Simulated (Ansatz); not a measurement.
# Cd3Se2S (P3m1) at 2 levels of theory

One geometry, relaxed with PBE; plane waves with PAW potentials in Ansatz, scalar-relativistic. No spin polarisation. Gaps are the least over mesh and band path; pressure is positive in compression.

```cif
data_structure
_symmetry_space_group_name_H-M 'P3m1'
_symmetry_Int_Tables_number 156
_cell_length_a 4.3156
_cell_length_b 4.3156
_cell_length_c 10.5861
_cell_angle_alpha 90.000
_cell_angle_beta 90.000
_cell_angle_gamma 120.000
_cell_volume 170.74
loop_
_atom_site_label
_atom_site_type_symbol
_atom_site_symmetry_multiplicity
_atom_site_Wyckoff_symbol
_atom_site_fract_x
_atom_site_fract_y
_atom_site_fract_z
_atom_site_occupancy
Cd1 Cd 1 a 0.00000 0.00000 0.99971 1
Cd2 Cd 1 c 0.66667 0.33333 0.34216 1
Cd3 Cd 1 b 0.33333 0.66667 0.65758 1
Se1 Se 1 c 0.66667 0.33333 0.08867 1
Se2 Se 1 a 0.00000 0.00000 0.74682 1
S1 S 1 b 0.33333 0.66667 0.41505 1
```

| level | cutoff (eV) | k mesh | gap (eV) | pressure (GPa) |
| --- | --- | --- | --- | --- |
| PBE | 420 | 12×12×4 | 0.56 | 0.0 |

Task: What comes out on the same cell with r2SCAN?

Result:
```tsv
level	cutoff (eV)	k mesh	gap (eV)	pressure (GPa)
r2SCAN	500	12×12×4	1.02	-1.5
```

The cell was found from a structure generator's guess, not taken from experiment.
